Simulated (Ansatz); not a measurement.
A (100) slab of NiO (Fm-3m (No. 225)), 6 planes, outer planes NiO (top) and NiO (bottom), with 12 atoms (Ni6O6) in a surface cell of A = 8.471 Å², as cut from the bulk:

```xyz
12
Lattice="2.9105 0.0000 0.0000 0.0000 2.9105 0.0000 0.0000 0.0000 25.2903" Properties=species:S:1:pos:R:3 pbc="T T T"
Ni    1.4553    1.4553    7.5000
O     0.0000    0.0000    7.5000
Ni    0.0000    0.0000    9.5581
O     1.4553    1.4553    9.5581
Ni    1.4553    1.4553   11.6161
O     0.0000    0.0000   11.6161
Ni    0.0000    0.0000   13.6742
O     1.4553    1.4553   13.6742
Ni    1.4553    1.4553   15.7322
O     0.0000    0.0000   15.7322
Ni    0.0000    0.0000   17.7903
O     1.4553    1.4553   17.7903
```

Computed with DFT PBEsol, scalar-relativistic, plane waves, PAW (Ansatz 0.2.0). Plane waves to 420 eV, a k mesh through Γ of 12×12×1 on the computed 12-atom cell and Gaussian smearing (0.10 eV); collinear spin from starting moments 1.14 0.2 1.14 0.2 1.14 0.2 1.14 0.2 1.14 0.2 1.14 0.2 μB. The cell repeats along c with a dipole correction in the vacuum.

Against the same 12 atoms in the bulk, the slab as cut lies 0.458 eV higher and the relaxed slab 0.423 eV higher.

Problem. Work out the surface energy before and after relaxation.

Solution. The slab has two faces, so γ = (E_slab − N·E_bulk)/(2A), the mean of both. As cut: 0.458/(2 × 8.471) = 0.0270 eV/Å², and 1 eV/Å² = 16.02 J/m², so γ = 0.43 J/m². Relaxed: 0.423/(2 × 8.471) = 0.0250 eV/Å² = 0.40 J/m². Relaxation recovers 8 % of the cost of cutting.

Problem. What is the ideal work of this cut, per area?

Solution. Griffith's ideal work is 2γ: 0.87 J/m² if the new faces stay rigid, 0.80 J/m² if they relax. One thickness was run, 6 planes, so γ can still shift with it.

Moments started parallel, and an antiferromagnetic order may lie lower. Semilocal functionals without U can misjudge the magnetic state of such a slab.